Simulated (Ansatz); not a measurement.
VN:
```xyz
2
Lattice="2.7035 0.0000 0.0000 -1.3518 2.3413 0.0000 0.0000 0.0000 2.6151" Properties=species:S:1:pos:R:3 pbc="T T T"
V      0.0000     0.0000     0.0000
N      1.3518     0.7804     1.3075
```

Relaxed with HSE06. Special points in fractions of this cell's reciprocal vectors: Γ (0.000, 0.000, 0.000); M (0.500, 0.000, 0.000); K (0.333, 0.333, 0.000); A (0.000, 0.000, 0.500); L (0.500, 0.000, 0.500); H (0.333, 0.333, 0.500).

Q: List the band energies nearest the Fermi level at these points for HSE06 (plane waves, PAW; program Ansatz).

A: In eV from the Fermi level; about four levels below and three above (degenerate sets whole), none deeper than 8.9 eV; … stands for higher levels left out; points with the same levels are listed once.

| k | below | above |
|---|---|---|
| Γ | -4.53 -4.53 -3.84 -2.27 | 2.70 2.70 … |
| M | -4.81 -3.27 -2.96 | 2.19 3.27 3.33 |
| K | -7.71 -6.86 -4.76 | 0.26 1.10 1.43 |
| A | -3.36 -3.36 -0.22 -0.22 | 2.50 … |
| L | -7.91 -7.04 -5.71 -0.46 | 3.09 3.45 4.71 |
| H | -8.75 -7.51 -4.49 -0.75 | 3.06 4.12 5.15 |

Space group P-6m2. The cell is a constructed one: a structure type filled with these elements; the Crystallography Open Database copy checked does not list it. It is not the phase usual at ambient conditions (space group No. 225). The cell was relaxed with HSE06 under the symmetry of its start; whether a distortion lowers the energy is not shown. The workflow began spin-polarised and lost its moments. The volume moved by -16 % from the start of the relaxation. The hybrid run found no gap, on a coarse k-mesh.

Potentials: the later of the program's two PAW sets.
